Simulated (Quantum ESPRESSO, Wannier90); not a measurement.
# Cu₂O (Pn-3m), plane waves to Wannier functions

Cell from Materials Project (mp-361), symmetrised, no further relaxation. COD (Crystallography Open Database) has an entry of this formula and space group (matched by these alone). Level: LDA, no spin polarisation, no spin-orbit coupling; pw.x of Quantum ESPRESSO at 74 Ry with PseudoDojo potentials, 6×6×6 k-points, Wannier90. Density: 8×8×8 mesh, Gaussian smearing 0.01 Ry. A non-magnetic state is assumed, with no Hubbard U; filled 3d bands tend to lie too high at this level.

On the energy scale of pw.x, whose zero is arbitrary, the valence-band maximum lies at 11.08 eV.

Input w.win:

```
num_bands = 28
num_wann = 28
exclude_bands = 1-16,45-64
num_iter = 1000
conv_tol = 1.0e-6
conv_window = 4
write_hr = true
write_u_matrices = true
auto_projections = true
begin unit_cell_cart
ang
    4.2467000000    0.0000000000    0.0000000000
    0.0000000000    4.2467000000    0.0000000000
    0.0000000000    0.0000000000    4.2467000000
end unit_cell_cart
begin atoms_frac
Cu   0.2500000000  0.2500000000 -0.2500000000
Cu   0.2500000000 -0.2500000000  0.2500000000
Cu  -0.2500000000 -0.2500000000 -0.2500000000
Cu  -0.2500000000  0.2500000000  0.2500000000
O    0.5000000000  0.5000000000  0.5000000000
O    0.0000000000  0.0000000000  0.0000000000
end atoms_frac
mp_grid = 6 6 6
begin kpoints
0.0000000000 0.0000000000 0.0000000000
0.0000000000 0.0000000000 0.1666666667
0.0000000000 0.0000000000 0.3333333333
... (213 more lines: the 6x6x6 mesh through Gamma)
end kpoints
```

Input of pw2wannier90.x that gives the overlap and projection files (equivalent; here they were cut from one run over all bands):

```
&inputpp
  outdir = './out'
  prefix = 'pwscf'
  seedname = 'w'
  write_amn = .true.
  write_mmn = .true.
  scdm_proj = .true.
  scdm_entanglement = 'isolated'
/
```

Output w.wout (banner and timings cut):

```
                                    ------
                                    SYSTEM
                                    ------

                              Lattice Vectors (Ang)
                    a_1     4.246700   0.000000   0.000000
                    a_2     0.000000   4.246700   0.000000
                    a_3     0.000000   0.000000   4.246700

                   Unit Cell Volume:      76.58695  (Ang^3)

                        Reciprocal-Space Vectors (Ang^-1)
                    b_1     1.479545   0.000000   0.000000
                    b_2     0.000000   1.479545   0.000000
                    b_3     0.000000   0.000000   1.479545

 *----------------------------------------------------------------------------*
 |   Site       Fractional Coordinate          Cartesian Coordinate (Ang)     |
 +----------------------------------------------------------------------------+
 | cu   1   0.25000   0.25000  -0.25000   |    1.06167   1.06167  -1.06167    |
 | cu   2   0.25000  -0.25000   0.25000   |    1.06167  -1.06167   1.06167    |
 | cu   3  -0.25000  -0.25000  -0.25000   |   -1.06167  -1.06167  -1.06167    |
 | cu   4  -0.25000   0.25000   0.25000   |   -1.06167   1.06167   1.06167    |
 | o    1   0.50000   0.50000   0.50000   |    2.12335   2.12335   2.12335    |
 | o    2   0.00000   0.00000   0.00000   |    0.00000   0.00000   0.00000    |
 *----------------------------------------------------------------------------*
                                ------------
                                K-POINT GRID
                                ------------

             Grid size =  6 x  6 x  6      Total points =  216

 *---------------------------------- MAIN ------------------------------------*
 |  Number of Wannier Functions               :                28             |
 |  Number of Objective Wannier Functions     :                28             |
 |  Number of input Bloch states              :                28             |
 |  Output verbosity (1=low, 5=high)          :                 1             |
 |  Timing Level (1=low, 5=high)              :                 1             |
 |  Optimisation (0=memory, 3=speed)          :                 3             |
 |  Length Unit                               :               Ang             |
 |  Post-processing setup (write *.nnkp)      :                 F             |
 |  Using Gamma-only branch of algorithms     :                 F             |
 *----------------------------------------------------------------------------*
 *------------------------------- WANNIERISE ---------------------------------*
 |  Total number of iterations                :              1000             |
 |  Number of CG steps before reset           :                 5             |
 |  Trial step length for line search         :             2.000             |
 |  Convergence tolerence                     :         0.100E-05             |
 |  Convergence window                        :                 4             |
 |  Iterations between writing output         :                 1             |
 |  Iterations between backing up to disk     :               100             |
 |  Write r^2_nm to file                      :                 F             |
 |  Write xyz WF centres to file              :                 F             |
 |  Write on-site energies <0n|H|0n> to file  :                 F             |
 |  Use guiding centre to control phases      :                 F             |
 |  Use phases for initial projections        :                 F             |
 *----------------------------------------------------------------------------*
 *-------------------------------- PLOTTING ----------------------------------*
 |  Plotting Hamiltonian in WF basis          :                 T             |
 *----------------------------------------------------------------------------*

 *---------------------------------- K-MESH ----------------------------------*
 +----------------------------------------------------------------------------+
 |                    Distance to Nearest-Neighbour Shells                    |
 |                    ------------------------------------                    |
 |          Shell             Distance (Ang^-1)          Multiplicity         |
 |          -----             -----------------          ------------         |
 |             1                   0.246591                      6            |
 |             2                   0.348732                     12            |
 |             3                   0.427108                      8            |
 |             4                   0.493182                      6            |
 |             5                   0.551394                     24            |
 |             6                   0.604022                     24            |
 |             7                   0.697464                     12            |
 |             8                   0.739773                     30            |
       ... (lines left out)
 +----------------------------------------------------------------------------+
 | The b-vectors are chosen automatically                                     |
 | The following shells are used:                       1                     |
 +----------------------------------------------------------------------------+
 |                        Shell   # Nearest-Neighbours                        |
 |                        -----   --------------------                        |
 |                          1               6                                 |
 +----------------------------------------------------------------------------+
 | Completeness relation is fully satisfied [Eq. (B1), PRB 56, 12847 (1997)]  |
 +----------------------------------------------------------------------------+
 |                  b_k Vectors (Ang^-1) and Weights (Ang^2)                  |
 |                  ----------------------------------------                  |
 |            No.         b_k(x)      b_k(y)      b_k(z)        w_b           |
 |            ---        --------------------------------     --------        |
 |             1         0.000000    0.000000    0.246591     8.222728        |
 |             2         0.000000    0.246591    0.000000     8.222728        |
 |             3         0.246591    0.000000    0.000000     8.222728        |
 |             4         0.000000    0.000000   -0.246591     8.222728        |
 |             5         0.000000   -0.246591    0.000000     8.222728        |
 |             6        -0.246591    0.000000    0.000000     8.222728        |
 +----------------------------------------------------------------------------+
 |                           b_k Directions (Ang^-1)                          |
 |                           -----------------------                          |
 |            No.           x           y           z                         |
 |            ---        --------------------------------                     |
 |             1         0.000000    0.000000    0.246591                     |
 |             2         0.000000    0.246591    0.000000                     |
 |             3         0.246591    0.000000    0.000000                     |
 +----------------------------------------------------------------------------+

 Starting a new Wannier90 calculation ...

 Reading overlaps from w.mmn

 Reading projections from w.amn

 *------------------------------- WANNIERISE ---------------------------------*
 +--------------------------------------------------------------------+<-- CONV
 | Iter  Delta Spread     RMS Gradient      Spread (Ang^2)            |<-- CONV
 +--------------------------------------------------------------------+<-- CONV

 ------------------------------------------------------------------------------
 Initial State
  WF centre and spread    1  (  1.066576, -1.059881,  1.063478 )     0.58414868
  WF centre and spread    2  ( -1.063610, -1.066697, -1.059614 )     0.58476738
  WF centre and spread    3  (  1.059408,  1.063477, -1.066474 )     0.58356277
  WF centre and spread    4  ( -1.059311,  1.063434,  1.066430 )     0.58186080
  WF centre and spread    5  (  1.059159,  1.065049, -1.054795 )     0.56010074
  WF centre and spread    6  (  1.053664, -1.058873,  1.065250 )     0.56215319
  WF centre and spread    7  ( -1.064706, -1.054123, -1.058841 )     0.56240405
  WF centre and spread    8  ( -1.059303,  1.065001,  1.053998 )     0.56001671
  WF centre and spread    9  ( -1.055956,  1.059088,  1.065918 )     0.64461329
  WF centre and spread   10  (  1.064754, -1.055279,  1.059567 )     0.64714508
  WF centre and spread   11  ( -1.059265, -1.065970, -1.055778 )     0.65001154
  WF centre and spread   12  (  1.055946,  1.059515, -1.065254 )     0.64295401
  WF centre and spread   13  (  1.061905, -1.068321,  1.059386 )     0.64015453
  WF centre and spread   14  ( -1.060182, -1.061921, -1.068136 )     0.63702589
  WF centre and spread   15  (  1.068189,  1.059990, -1.061411 )     0.63507602
  WF centre and spread   16  ( -1.068184,  1.060284,  1.061282 )     0.63321158
  WF centre and spread   17  (  1.060444,  1.065071, -1.061287 )     1.13866687
  WF centre and spread   18  (  1.061913, -1.061316,  1.062560 )     1.13914799
  WF centre and spread   19  ( -1.062771, -1.061381, -1.061100 )     1.14087782
  WF centre and spread   20  ( -1.060973,  1.064125,  1.062753 )     1.13292871
  WF centre and spread   21  ( -0.169595, -0.244646, -0.280224 )     0.87717068
  WF centre and spread   22  ( -1.830120,  1.911233,  2.022476 )     0.97379957
  WF centre and spread   23  (  0.249381,  0.266506, -0.178925 )     0.88083625
  WF centre and spread   24  (  2.022545, -1.908295,  1.835234 )     0.97607355
  WF centre and spread   25  ( -0.283558,  0.173564,  0.246562 )     0.85955903
  WF centre and spread   26  (  1.827812,  1.912858, -2.026222 )     0.96873616
  WF centre and spread   27  ( -2.026087, -1.905681, -1.829614 )     0.97262497
  WF centre and spread   28  (  0.212948, -0.218915,  0.201561 )     0.96926108
  Sum of centres and spreads (  0.001025, -0.002105, -0.001216 )    21.73888895

      0     0.217E+02     0.0000000000       21.7388889014  <-- CONV
        O_D=      0.0166245 O_OD=      3.3654183 O_TOT=     21.7388889 <-- SPRD
 ------------------------------------------------------------------------------
      1    -0.549E+00     0.4580173359       21.1895112690  <-- CONV
        O_D=      0.0042545 O_OD=      2.8284107 O_TOT=     21.1895113 <-- SPRD
      2    -0.180E+00     0.3872420868       21.0092424693  <-- CONV
        O_D=      0.0023255 O_OD=      2.6500710 O_TOT=     21.0092425 <-- SPRD
      3    -0.102E+00     0.3171839254       20.9068369337  <-- CONV
        O_D=      0.0021093 O_OD=      2.5478816 O_TOT=     20.9068369 <-- SPRD
      4    -0.742E-01     0.2813964560       20.8326325866  <-- CONV
        O_D=      0.0024086 O_OD=      2.4733780 O_TOT=     20.8326326 <-- SPRD
      5    -0.507E-01     0.2370687968       20.7819409287  <-- CONV
        O_D=      0.0019747 O_OD=      2.4231202 O_TOT=     20.7819409 <-- SPRD
       ... (lines left out)
    100    -0.415E-03     0.0202064253       20.5581338326  <-- CONV
        O_D=      0.0006032 O_OD=      2.2006846 O_TOT=     20.5581338 <-- SPRD
       ... (lines left out)
    200    -0.755E-04     0.0085452663       20.5375968672  <-- CONV
        O_D=      0.0005868 O_OD=      2.1801640 O_TOT=     20.5375969 <-- SPRD
       ... (lines left out)
    300    -0.181E-04     0.0039117660       20.5334629135  <-- CONV
        O_D=      0.0005842 O_OD=      2.1760327 O_TOT=     20.5334629 <-- SPRD
       ... (lines left out)
    400    -0.336E-05     0.0018023521       20.5326473233  <-- CONV
        O_D=      0.0005826 O_OD=      2.1752187 O_TOT=     20.5326473 <-- SPRD
       ... (lines left out)
    500    -0.104E-05     0.0010258069       20.5324498763  <-- CONV
        O_D=      0.0005824 O_OD=      2.1750215 O_TOT=     20.5324499 <-- SPRD
       ... (lines left out)
    509    -0.976E-06     0.0009235728       20.5324399504  <-- CONV
        O_D=      0.0005824 O_OD=      2.1750115 O_TOT=     20.5324400 <-- SPRD
    510    -0.983E-06     0.0009885391       20.5324389669  <-- CONV
        O_D=      0.0005825 O_OD=      2.1750104 O_TOT=     20.5324390 <-- SPRD
    511    -0.974E-06     0.0012534051       20.5324379925  <-- CONV
        O_D=      0.0005824 O_OD=      2.1750096 O_TOT=     20.5324380 <-- SPRD
             <<<     Delta < 1.000E-06  over  4 iterations     >>>
             <<< Wannierisation convergence criteria satisfied >>>
 Final State
  WF centre and spread    1  (  1.061675, -1.061675,  1.061674 )     0.54796384
  WF centre and spread    2  ( -1.061679, -1.061669, -1.061677 )     0.54788303
  WF centre and spread    3  (  1.061683,  1.061673, -1.061670 )     0.54784641
  WF centre and spread    4  ( -1.061681,  1.061672,  1.061673 )     0.54787926
  WF centre and spread    5  (  1.061674,  1.061672, -1.061678 )     0.52418859
  WF centre and spread    6  (  1.061667, -1.061676,  1.061682 )     0.52413916
  WF centre and spread    7  ( -1.061673, -1.061678, -1.061675 )     0.52417062
  WF centre and spread    8  ( -1.061675,  1.061678,  1.061672 )     0.52417556
  WF centre and spread    9  ( -1.061675,  1.061676,  1.061675 )     0.62351980
  WF centre and spread   10  (  1.061681, -1.061672,  1.061672 )     0.62362514
  WF centre and spread   11  ( -1.061670, -1.061685, -1.061671 )     0.62375453
  WF centre and spread   12  (  1.061675,  1.061676, -1.061675 )     0.62364889
  WF centre and spread   13  (  1.061675, -1.061673,  1.061677 )     0.61386211
  WF centre and spread   14  ( -1.061676, -1.061673, -1.061675 )     0.61354813
  WF centre and spread   15  (  1.061667,  1.061679, -1.061679 )     0.61362609
  WF centre and spread   16  ( -1.061668,  1.061679,  1.061679 )     0.61354084
  WF centre and spread   17  (  1.061663,  1.061681, -1.061682 )     1.11426656
  WF centre and spread   18  (  1.061691, -1.061679,  1.061655 )     1.11396384
  WF centre and spread   19  ( -1.061685, -1.061670, -1.061670 )     1.11424494
  WF centre and spread   20  ( -1.061669,  1.061665,  1.061690 )     1.11446106
  WF centre and spread   21  ( -0.235531, -0.236179, -0.236995 )     0.85478795
  WF centre and spread   22  ( -1.885451,  1.887109,  1.888755 )     0.85474632
  WF centre and spread   23  (  0.236301,  0.236937, -0.235491 )     0.85476115
  WF centre and spread   24  (  1.888802, -1.887050,  1.885489 )     0.85476973
  WF centre and spread   25  ( -0.236970,  0.235550,  0.236233 )     0.85473474
  WF centre and spread   26  (  1.885427,  1.887110, -1.888803 )     0.85477218
  WF centre and spread   27  ( -1.888765, -1.887170, -1.885428 )     0.85479813
  WF centre and spread   28  (  0.236187, -0.236308,  0.236240 )     0.85475947
  Sum of centres and spreads ( -0.000000,  0.000000, -0.000000 )    20.53243804

         Spreads (Ang^2)       Omega I      =    18.356846018
        ================       Omega D      =     0.000582411
                               Omega OD     =     2.175009564
    Final Spread (Ang^2)       Omega Total  =    20.532437992
```
